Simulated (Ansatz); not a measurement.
Given:

Tl:
```
Tl
1.0
    3.52213     0.00000     0.00000
   -1.76107     3.05025     0.00000
    0.00000     0.00000     5.59747
Tl
2
Direct
  0.33333   0.66667   0.75000
  0.66667   0.33333   0.25000
```

This is the r²SCAN-relaxed structure. x, y and z are the axes in which the lattice vectors are written.

All from r²SCAN (plane waves, PAW; program Ansatz), unless another level is named. Estimate the highest zone-centre frequency.

80 cm⁻¹.

Next, the Young's modulus?

14.1 GPa.

Give the elastic constants (relaxed ions, GPa).

C11 = 35.6, C12 = 30.3, C13 = 27.4, C33 = 47.5, C44 = 7.0.

Space group P6_3/mmc (hcp (Mg type)). The cell was relaxed with r²SCAN under the symmetry of its start; of distortions, only those at the zone centre were tested. As this level gives no gap, shear constants depend on the k-mesh and smearing (Fermi–Dirac, 0.1 eV here). As this level gives no gap, phonon frequencies hold no LO–TO term and depend on the k-mesh and smearing (Fermi–Dirac, 0.1 eV here). Spin–orbit coupling is left out wherever it is not named.

Potentials: the later of the program's two PAW sets.
